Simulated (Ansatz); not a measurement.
SrP$_{2}$Os$_{2}$:
```
CELL_PARAMETERS angstrom
     -2.02811     2.02811     5.67570
      2.02811    -2.02811     5.67570
      2.02811     2.02811    -5.67570
ATOMIC_POSITIONS crystal
  Sr 0.00000 0.00000 0.00000
  P  0.35041 0.35041 0.00000
  P  0.64959 0.64959 0.00000
  Os 0.75000 0.25000 0.50000
  Os 0.25000 0.75000 0.50000
```

Relaxed with r²SCAN. Special points in fractions of this cell's reciprocal vectors: Γ (0.000, 0.000, 0.000); X (0.000, 0.000, 0.500); P (0.250, 0.250, 0.250); N (0.000, 0.500, 0.000); M (0.500, 0.500, -0.500); S (0.282, 0.718, -0.282); S0 (-0.282, 0.282, 0.282); R (-0.064, 0.064, 0.500); G (0.500, 0.500, -0.064).

Problem. List the band energies nearest the Fermi level at these points for plane-wave PAW r²SCAN (Ansatz code).

Solution. In eV from the Fermi level; about four levels below and three above (degenerate sets whole), none deeper than 8.9 eV; points with the same levels are listed once.

```csv
k,below,above
Γ,-1.14 -0.20 -0.01 -0.01,1.10 2.38 2.49
X,-1.13 -0.94 -0.80 -0.79,2.26 2.34 5.55
P,-1.07 -1.07 -0.79 -0.79,2.30 2.30 5.68
N,-2.68 -2.56 -1.45 -0.98,1.44 1.75 2.22
M,-4.07 -4.07 -2.29 -0.15,0.12 0.34 0.34
S,-2.39 -2.29 -1.81 -0.20,1.03 1.88 2.33
R,-0.99 -0.83 -0.79 -0.38,2.27 2.30 5.45
```

Space group I4/mmm. The first step of the workflow began from a Materials Project structure, measured or hypothetical; the Crystallography Open Database copy checked does not list it. Its standing as an ambient phase is unchecked. The r²SCAN relaxation kept the symmetry of its start; its stability against distortions is not shown here. No spin polarisation was allowed. Spin–orbit coupling is left out wherever it is not named.

Potentials: the later of the program's two PAW sets.
